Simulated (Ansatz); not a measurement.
# Fermi surface of Li (Im-3m)

```yaml
crystal:
  lattice:
    - [-1.71596, 1.71596, 1.71596]
    - [1.71596, -1.71596, 1.71596]
    - [1.71596, 1.71596, -1.71596]
  atoms:
    - { symbol: Li, position: [0.00000, 0.00000, 0.00000] }
```

Conventional cell: a = 3.432 Å, b = 3.432 Å, c = 3.432 Å, α = 90.00°, β = 90.00°, γ = 90.00°. Around Li (atom 1) lie 8 Li at 2.97 Å.

Unless marked otherwise, the numbers come from PBEsol, all-electron LAPW in Ansatz 0.2.0, scalar-relativistic. k mesh 14×14×14, fine mesh 24×24×24, Fermi-Dirac smearing of 0.050 eV, basis error target 1 meV/atom. The cell was relaxed by PAW under this functional, which moved its volume by -6 % from the database entry's.

Levels and slopes are solved on a 24×24×24 mesh, and each state is taken as quadratic over its cell.

Task: What is the density of states at the Fermi level, and which bare Sommerfeld coefficient follows?

Result: N(E_F) = 0.472 states/eV/atom (both spins), so γ = (π²/3) k_B² N(E_F) = 1.11 mJ/(mol-atom K²) without electron-phonon or spin-fluctuation enhancement.

Task: What Drude plasma energy and σ/τ do the band velocities give?

Result: (ħω_p,α)² = (e²/ε₀VN_k) Σ_nkσ (∂E/∂k_α)² δ(E − E_F) gives ħω_p = (6.75, 6.75, 6.75) eV along x, y, z, and σ/τ = ε₀ω_p² = 9.32×10²⁰ Ω⁻¹m⁻¹s⁻¹ along x. Weighted by the density of states, the mean Fermi speed is 0.857×10⁶ m/s; the surface has an area of 16.3 Å⁻² for each spin direction.

Task: Which bands cross the Fermi level, and what do they carry?

Result: 

```tsv
band	filled part	N (states/eV/cell)	speed (10⁶ m/s)	5th to 95th percentile	area (Å⁻²)	filling
1	0.50	0.472	0.857	0.61 to 0.98	16.3	partly filled
```

Task: Map the plane k₃ = 0 of the mesh: how many bands lie under the Fermi level at each point, counted from the least on the plane?

Result: k₁ runs to the right and k₂ upwards, each from −½ to ½ with 0 in the middle (the axes needn't be at right angles):
```
001111111111000000000000
011111111111110000000000
011111111111111000000000
011111111111111100000000
111111111111111111000000
111111111111111111100000
111111111111111111110000
011111111111111111110000
011111111111111111111000
011111111111111111111100
011111111111111111111110
001111111111111111111110
001111111111111111111111
000111111111111111111111
000011111111111111111111
000001111111111111111111
100001111111111111111111
100000111111111111111111
100000011111111111111111
000000000111111111111111
000000000011111111111111
000000000001111111111111
000000000000011111111110
000001110000000001110000
```

Task: On PAW files the program sums the optical response inside the mesh cells, interband lines and its own Drude term. Where does ε₁ rise through zero (a sharp plasmon if ε₂ is small there), and how much light is reflected?

Result: 

```json
{"Fine mesh": "24, 24, 24", "Window top": "25 eV", "Line width": "0.2 eV", "Drude damping": "0.1 eV", "ε₁ rises through zero at x": "7.02 eV", "ε₂ there x": "0.34", "Plasma energy (x, y, z)": "6.717, 6.717, 6.717 eV", "Reflectivity at 1 eV, x-polarised": "0.9699", "Reflectivity at 2 eV, x-polarised": "0.967", "Reflectivity at 3 eV, x-polarised": "0.9514"}
```

The plasma energy here is the program's own sum at the run's smearing; it differs from the value above by up to 1 %, through mesh and smearing.

Task: What does PAW give for the same cell?

Result: N(E_F) = 0.472 states/eV/atom and ħω_p,x = 6.75 eV.

Keep in mind: these sums move with the mesh, by several per cent and more for small sheets; frozen-core PAW files fitted under PBE, their cores solved anew for the functional of the run.
